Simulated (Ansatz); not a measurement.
The relaxed structure here is a generated cell of ZnSnN2: the first start was made by placing the elements on the sites of a structure type, and the end was not matched to a known phase here, so it may be hypothetical.

A relaxed cell of ZnSnN$_{2}$ (P4/mmm (No. 123)), relaxed on a k-mesh at least as fine as the one used below. Calculation: PBEsol (plane waves to 420 eV, PAW, scalar-relativistic; Ansatz, an electronic-structure program). Γ-centred k-mesh 8×8×11 on the run's cell (coarser than for final values), Fermi–Dirac smearing 0.05 eV.

```yaml
crystal:
  lattice:
    - [8.23559, 0.00000, 0.00000]
    - [4.11780, 4.11780, 0.00000]
    - [0.00000, 0.00000, 3.03999]
  atoms:
    - { symbol: Zn, position: [0.00000, 0.50000, 0.50000] }
    - { symbol: Zn, position: [0.50000, 0.50000, 0.50000] }
    - { symbol: Sn, position: [0.00000, 0.00000, 0.00000] }
    - { symbol: Sn, position: [0.50000, 0.00000, 0.00000] }
    - { symbol: N, position: [0.75000, 0.50000, 0.00000] }
    - { symbol: N, position: [0.25000, 0.50000, 0.00000] }
    - { symbol: N, position: [0.25000, 0.00000, 0.00000] }
    - { symbol: N, position: [0.75000, 0.00000, 0.00000] }
```

The atoms are displaced along an unstable phonon of this cell by (Å):

| atom | ux | uy | uz |
|---|---|---|---|
| Zn1 | 0.000 | 0.000 | 0.000 |
| Zn2 | 0.000 | 0.000 | 0.000 |
| Sn3 | 0.000 | 0.000 | 0.000 |
| Sn4 | 0.000 | 0.000 | 0.000 |
| N5 | -0.150 | 0.000 | 0.000 |
| N6 | 0.150 | 0.000 | 0.000 |
| N7 | 0.000 | 0.150 | 0.000 |
| N8 | 0.000 | -0.150 | 0.000 |

### Question
What forces (eV/Å) and pressure result?

### Answer
| atom | Fx | Fy | Fz |
|---|---|---|---|
| Zn1 | 0.00 | 0.00 | 0.00 |
| Zn2 | 0.00 | 0.00 | 0.00 |
| Sn3 | 0.00 | 0.00 | 0.00 |
| Sn4 | 0.00 | 0.00 | 0.00 |
| N5 | -1.46 | 0.00 | 0.00 |
| N6 | 1.46 | 0.00 | 0.00 |
| N7 | 0.00 | 1.46 | 0.00 |
| N8 | 0.00 | -1.46 | 0.00 |

Pressure -0.5 GPa.

### Question
Estimate the energy cost of the displacement in the harmonic approximation and compare with the calculation.

### Answer
For a harmonic well ΔE = −½ Σ F·u = -0.438 eV a cell, or -55 meV/atom. The calculated energy relative to the undisplaced cell is -0.06 eV/atom, so the harmonic estimate holds well.

The undisplaced cell is probably no minimum: from this displacement the run went on to P4/mbm (No. 127), 0.44 eV/atom below it.

No spin polarisation in the result.
